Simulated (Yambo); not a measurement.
Yambo run on GaSb (zinc blende, space group F-43m, No. 216). The wavefunctions are PBE (stringent potentials; Quantum ESPRESSO, PseudoDojo norm-conserving, 114 Ry, no spin-orbit coupling) ones on a 4×4×4 mesh (22 occupied bands); a = 4.3232 Å, b = 4.3232 Å, c = 4.3232 Å, α = 60.00°, β = 60.00°, γ = 60.00°.

Yambo input:

```
rim_cut
gw0
dyson
el_el_corr
HF_and_locXC
ppa
em1d
RandQpts= 1000000
RandGvec= 1 Ry
EXXRLvcs= 114 Ry
VXCRLvcs= 456 Ry
Chimod= "HARTREE"
% BndsRnXp
 9 | 140 |
%
NGsBlkXp= 15 Ry
% LongDrXp
 1.0 | 1.0 | 1.0 |
%
PPAPntXp= 27.2114 eV
% GbndRnge
 1 | 140 |
%
GTermKind= "BG"
DysSolver= "n"
ExtendOut
% QPkrange
 1 | 1 | 22 | 23 |
%
```

k points by index: 1 = Γ.

The o-*.qp file then holds:

```
#    K-point    Band    Eo [eV]    E [eV]    E-Eo [eV]    Vxc [eV]    Vnlxc [eV]    Sc|Eo [eV]    Sc|E [eV]    dSc/dw|Eo [eV]    Re(Z)    Im(Z)
#
    1    22    0.000000    -0.512547    -0.512547    -13.18388    -14.42978    0.608342    0.733361    -6.636641    0.803926    -0.001265
    1    23    0.055037    0.288576    0.233539    -14.58796    -10.66003    -3.636735    -3.694391    -6.715571    0.802056    -0.001267
```
(The two width columns are left out.) Convergence of these settings isn't established.

Geometry relaxed with PBEsol.
